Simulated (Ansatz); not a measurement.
As:
```yaml
crystal:
  lattice:
    - [-3.49588, 3.49588, 3.49588]
    - [3.49588, -3.49588, 3.49588]
    - [3.49588, 3.49588, -3.49588]
  atoms:
    - { symbol: As, position: [0.00000, 0.25000, 0.50000] }
    - { symbol: As, position: [0.25000, 0.50000, 0.00000] }
    - { symbol: As, position: [0.50000, 0.00000, 0.25000] }
    - { symbol: As, position: [0.25000, 0.25000, 0.25000] }
```

Relaxed with PBE. Special points in fractions of this cell's reciprocal vectors: Γ (0.000, 0.000, 0.000); H (0.500, -0.500, 0.500); N (0.000, 0.000, 0.500); P (0.250, 0.250, 0.250).

Q: List the band energies nearest the Fermi level at these points for DFT-PBE with spin–orbit coupling in the program Ansatz with PAW potentials.

A: In eV from the Fermi level; about four levels below and three above (degenerate sets whole), none deeper than 8.9 eV; points with the same levels are listed once.

```csv
k,below,above
Γ,-1.49 -1.49 -1.49 -1.49,0.82 0.82 1.00 1.00 1.00 1.00
H,-0.67 -0.67 -0.17 -0.17,0.02 0.02 0.02 0.02
N,-1.34 -1.34 -0.80 -0.80,0.29 0.29 1.46 1.46
P,-0.57 -0.44 -0.44 -0.44,0.56 0.83 0.83 0.83
```

Space group I4_132. The start of the workflow was typed in or built on a structure type; neither database checked (COD, Materials Project) lists it. It is not the phase usual at ambient conditions (space group No. 166). The cell was relaxed with PBE under the symmetry of its start; its stability against distortions is not shown here. The volume moved by 59 % from the start of the relaxation.

Potentials: the earlier of the program's two PAW sets.
